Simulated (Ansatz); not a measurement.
PbI$_{2}$ (CdI2 type)

Space group P-3m1 (No. 164); a = 4.559 Å, b = 4.559 Å, c = 6.973 Å, α = 90.00°, β = 90.00°, γ = 120.00°

| atom | site | symmetry | x | y | z |
|---|---|---|---|---|---|
| Pb | 1a | -3m. | 0.0000 | 0.0000 | 0.0000 |
| I | 2d | 3m. | 0.3333 | 0.6667 | 0.2709 |

E(V) scan at fixed shape, V₀ the volume above. The atoms relax within the cell's symmetry.

The numbers are results of PBE-D3(BJ) (plane waves to 420 eV, PAW, scalar-relativistic; Ansatz, an electronic-structure program), not measurements. k mesh 8×8×5 (Γ-centred), Fermi-Dirac smearing 0.05 eV. Energies are smeared free energies. With the shape held, the modulus is that of even scaling; a crystal free to change shape is softer. PbI2 was relaxed with its symmetry unable to fall. Spin-orbit coupling is left out, though I and Pb are heavy. ΔE is measured from the relaxed starting cell.

```json
[
 {"V (Å³/atom)": "39.326", "ΔE (meV/atom)": "7.7"},
 {"V (Å³/atom)": "39.953", "ΔE (meV/atom)": "4.2"},
 {"V (Å³/atom)": "40.581", "ΔE (meV/atom)": "1.8"},
 {"V (Å³/atom)": "41.208", "ΔE (meV/atom)": "0.4"},
 {"V (Å³/atom)": "41.836", "ΔE (meV/atom)": "0.0"},
 {"V (Å³/atom)": "42.463", "ΔE (meV/atom)": "0.4"},
 {"V (Å³/atom)": "43.091", "ΔE (meV/atom)": "1.5"},
 {"V (Å³/atom)": "43.719", "ΔE (meV/atom)": "3.3"},
 {"V (Å³/atom)": "44.346", "ΔE (meV/atom)": "5.6"}
]
```

Q: What bulk modulus at fixed cell shape B₀ follows from a third-order Birch-Murnaghan fit?

A: 13.9 GPa.

Q: What is the fitted pressure derivative B₀′?

A: 7.1.

(A scan under strain: stresses follow from slopes of the energy per volume, elastic moduli from its curvatures.)
